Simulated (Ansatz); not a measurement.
A short materials screen. Bulk modulus and its pressure derivative give the pressure that a small compression needs; a soft, simple solid makes a sensitive pressure gauge, a stiff one a good anvil or seat.

The reference row is fcc Au. Hydrostatic compression by 2 % of the volume (V₀/V = 1.0204), no change of phase.

Computed with Ansatz, a plane-wave PAW program. B₀, B₀′: r²SCAN, Birch–Murnaghan fit of energy against volume; volume per atom: r²SCAN, relaxed cell.

Runs started from generated or typed cells of the structure named: fcc Au. Whether these are the forms stable at ambient conditions was not checked: LaPd3 (Cu3Au type); HfRh3 (Cu3Au type); TaTc (CsCl type); TaRh3 (Cu3Au type). Spin–orbit coupling is left out unless named.

Definitions used: linear estimate = B₀ × compression; P = (B₀/B₀′)[(V₀/V)^B₀′ − 1]; modulus under load = B₀ + B₀′P; relative pressure = P/P_ref.

```tsv
crystal	B₀ (GPa)	B₀′	V (Å³/atom)	linear estimate (GPa)	Murnaghan pressure (GPa)	modulus there (GPa)	pressure (relative)
LaPd3 (Cu3Au type)	119	4.9	18.54	2.4	2.526	131	0.77
HfRh3 (Cu3Au type)	239	4.7	15.02	4.8	3.291	254	1.00
TaTc (CsCl type)	269	4.0	15.95	5.4	5.658	292	1.72
fcc Au, reference	153	5.9	17.53	3.1	3.281	172	1.00
TaRh3 (Cu3Au type)	285	4.7	14.42	5.7	6.037	313	1.84
```

**Question.** Check the column «Murnaghan pressure (GPa)» against the rules: one row is wrong, and what depends on it inherits the slip. Find and correct it.

**Answer.** The row of HfRh3 (Cu3Au type) shows 3.291. From its own inputs, P = (239/4.7) × (1.0204^4.7 − 1) = 5.063 GPa. Carried on: modulus there: 239 + 4.7 × 5.063 = 263 GPa; relative pressure: 5.063/3.281 = 1.54. The other rows agree with the rules.

With the correction: Ranking by relative pressure, highest first: TaRh3 (Cu3Au type) (1.84 ± 0.092) ≈ TaTc (CsCl type) (1.72 ± 0.087), HfRh3 (Cu3Au type) (1.54 ± 0.077), fcc Au (1.00 ± 0.050), LaPd3 (Cu3Au type) (0.77 ± 0.039). The ± follows from allowances picked for this note (B₀ 5 %, B₀′ 0.4), carried to first order and added in quadrature, each row's own inputs moving alone; ≈ joins neighbours closer than their two ± added in quadrature. At the edge of that rule, so that a last digit could turn the call: TaRh3 (Cu3Au type) and TaTc (CsCl type).

B₀′ is the least certain number of such a fit, often by half a unit. Where several phases of a formula are at hand, those over 0.1 eV/atom above the lowest were not drawn (by r²SCAN where it compared them, else by the largest value; a layered or molecular lowest phase counts only with a dispersion term); other phases could lie lower still. The rows are a sample and no shortlist: familiar crystals first, some related and some not, whatever their agreement with measurement; tables with many equal figures were not kept. Limits of the draw: no layered crystals, B₀′ of 2 to 8; no unfamiliar magnets, and cubic perovskites only if shown or known to be stable. As a rule kept out of such tables: 4f compounds, open-shell compounds run without a Hubbard term, cells found unstable in the tests at hand, cells close to a higher symmetry, and runs set to a pressure or over 12 % in volume from the crystal's fullest run.
